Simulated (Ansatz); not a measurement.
TePb:
```
TePb
1.0
    0.00000     3.25387     3.25387
    3.25387     0.00000     3.25387
    3.25387     3.25387     0.00000
Te Pb
1 1
Direct
  0.50000   0.50000   0.50000
  0.00000   0.00000   0.00000
```

Relaxed with r²SCAN+D4.

Question: Give the Bader charges and basin volumes of the independent atoms, the program Ansatz at the r²SCAN+D4 level (PAW).

Answer: 

| atom | Bader charge (e) | Bader volume (Å³) |
|---|---|---|
| Te1 | -0.78 | 41.1 |
| Pb2 | +0.78 | 27.8 |

Space group Fm-3m (rock salt). The cell was relaxed with r²SCAN+D4 under the symmetry of its start. Spin–orbit coupling is left out wherever it is not named.

Potentials: the later of the program's two PAW sets.
